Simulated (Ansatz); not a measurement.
TiPd:
```
CELL_PARAMETERS angstrom
      3.10233     0.00000     0.00000
      0.00000     3.10233     0.00000
      0.00000     0.00000     3.10233
ATOMIC_POSITIONS crystal
  Ti 0.50000 0.50000 0.50000
  Pd 0.00000 0.00000 0.00000
```

Relaxed with LDA. Special points in fractions of this cell's reciprocal vectors: Γ (0.000, 0.000, 0.000); X (0.000, 0.500, 0.000); M (0.500, 0.500, 0.000); R (0.500, 0.500, 0.500).

Q: List the band energies nearest the Fermi level at these points for LDA in the plane-wave PAW code Ansatz.

A: In eV from the Fermi level; about four levels below and three above (degenerate sets whole), none deeper than 8.9 eV; points with the same levels are listed once.

```json
[
 {"k": "Γ", "below": "-5.59 -5.59 -3.24 -3.24 -3.24", "above": "0.49 0.49 2.34 2.34 2.34"},
 {"k": "X", "below": "-3.55 -3.55 -2.79 -1.02 -0.49", "above": "0.35 0.35 1.64"},
 {"k": "M", "below": "-4.29 -4.29 -2.02 -0.75", "above": "0.56 0.56 0.95"},
 {"k": "R", "below": "-1.96 -1.96 -1.88 -1.88 -1.88", "above": "2.53 2.53 7.13"}
]
```

Space group Pm-3m (CsCl type). The workflow started from an entry of the Crystallography Open Database (COD). Its standing as an ambient phase is unchecked. Symmetry was held in the LDA relaxation. At this level the phase is mechanically unstable. The run is not spin-polarised. Spin–orbit coupling is left out wherever it is not named.

Potentials: the later of the program's two PAW sets.
